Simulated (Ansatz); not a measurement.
Profile along the Zn–Cu line in ZnCu (CsCl type)

ZnCu (CsCl type)

Space group Pm-3m (No. 221); a = b = c = 2.964 Å, α = β = γ = 90.00°

| atom | site | symmetry | x | y | z |
|---|---|---|---|---|---|
| Zn | 1a | m-3m | 0.0000 | 0.0000 | 0.0000 |
| Cu | 1b | m-3m | 0.5000 | 0.5000 | 0.5000 |

Fields along a shortest Zn–Cu line of a {110} plane (2.57 Å), from Zn to Cu, interpolated on the slice's grid (step about 0.2 Å). Calculation: PBE (plane waves to 420 eV, PAW, scalar-relativistic; Ansatz, a first-principles code). k mesh 16×16×16. Near the nuclei the fields are pseudised (PAW); where an atom keeps semicore shells as valence, they peak there. ZnCu is run without spin polarisation. ZnCu was relaxed with its symmetry unable to fall.

```
distance from Zn (Å)  valence electron density (e/Å³)  electron localisation function
--------------------  -------------------------------  ------------------------------
0.00                                            42.03                               x
0.26                                            22.28                               x
0.51                                             3.74                            0.03
0.77                                             0.81                            0.17
1.03                                             0.34                            0.21
1.28                                             0.26                            0.25
1.54                                             0.36                            0.18
1.80                                             1.24                            0.19
2.06                                             7.47                            0.34
2.31                                            37.06                               x
2.57                                            70.27                               x
```

x: too close to a nucleus for the ELF to mean much.

Density on the Zn–Cu line (2.57 Å) at its midpoint: 0.26 e/Å³. ELF at that point: 0.2.
